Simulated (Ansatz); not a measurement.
SrTe:
Space group Fm-3m (No. 225); a = b = c = 6.719 Å, α = β = γ = 90.00°

| atom | site | symmetry | x | y | z |
|---|---|---|---|---|---|
| Sr | 4a | m-3m | 0.0000 | 0.0000 | 0.0000 |
| Te | 4b | m-3m | 0.5000 | 0.5000 | 0.5000 |
(The calculation used a cell of 2 atoms; values per cell refer to that cell.)

Relaxed with PBE. PBE in the plane-wave PAW code Ansatz gives a gap of 1.78 eV.

What gap does HSE06 give on the same cell (Ansatz, PAW)?

2.51 eV, 0.72 eV more. The hybrid was solved on a coarser mesh and at special points; its gap is the smallest among all of these.

```csv
k,v1 PBE,c1 PBE,v1 HSE06,c1 HSE06
Γ,0.00,2.75,?,?
X,-0.72,1.78,-0.80,2.51
L,-1.05,3.85,?,?
W,-1.46,3.94,?,?
K,-0.92,2.84,?,?
```

Top valence (v1) and lowest conduction level (c1) in eV from each method's valence maximum (which need not be a listed point): supply the withheld HSE06 values.


- Γ, v1 HSE06: 0.00
- Γ, c1 HSE06: 3.58
- W, v1 HSE06: -1.56
- W, c1 HSE06: 4.83
- L, v1 HSE06: -1.10
- L, c1 HSE06: 4.58
- K, v1 HSE06: -0.99
- K, c1 HSE06: 3.63

Cost on shared cores: the PBE run (SCF on a 7×7×7 mesh, then bands and DOS) around 17 core-seconds (rough), the HSE06 run (SCF on 5×5×5, then a few points) around 100 core-seconds (rough); the tasks are unlike.

Symmetry was held in the PBE relaxation. Spin–orbit coupling is left out wherever it is not named.

Potentials: the later of the program's two PAW sets.
